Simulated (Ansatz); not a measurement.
## PdPt₃Se₈ (P-3m1) at 3 levels of theory

One geometry, relaxed with PBE; plane waves with PAW potentials in Ansatz, scalar-relativistic. No spin polarisation. Gaps are the least over mesh and band path; pressure is positive in compression.

```
CELL_PARAMETERS angstrom
3.75156 0.00000 0.00000
-1.87578 3.24895 0.00000
0.00000 0.00000 25.00145
ATOMIC_POSITIONS crystal
Pd 0.00000 0.00000 0.00000
Pt 0.00000 0.00000 0.24461
Pt 0.00000 0.00000 0.50000
Pt 0.00000 0.00000 0.75539
Se 0.33333 0.66667 0.05209
Se 0.33333 0.66667 0.29693
Se 0.33333 0.66667 0.55227
Se 0.33333 0.66667 0.80763
Se 0.66667 0.33333 0.19237
Se 0.66667 0.33333 0.44773
Se 0.66667 0.33333 0.70307
Se 0.66667 0.33333 0.94791
```

```json
{"level": "PBE", "cutoff (eV)": "420", "k mesh": "12×12×2", "gap (eV)": "0.42", "pressure (GPa)": "0.0"}
```

What comes out on the same cell with r2SCAN, LDA?

| level | cutoff (eV) | k mesh | gap (eV) | pressure (GPa) |
| --- | --- | --- | --- | --- |
| r2SCAN | 500 | 12×12×2 | 0.56 | -2.1 |
| LDA | 420 | 12×12×2 | 0.34 | -5.7 |

Spin-orbit coupling matters for the bands of heavy elements and is left out. The cell holds layers, chains or molecules and no dispersion correction was added, so their binding is poorly described.

It was reached by relaxing an invented guess, and it needn't be the stable form of this composition.
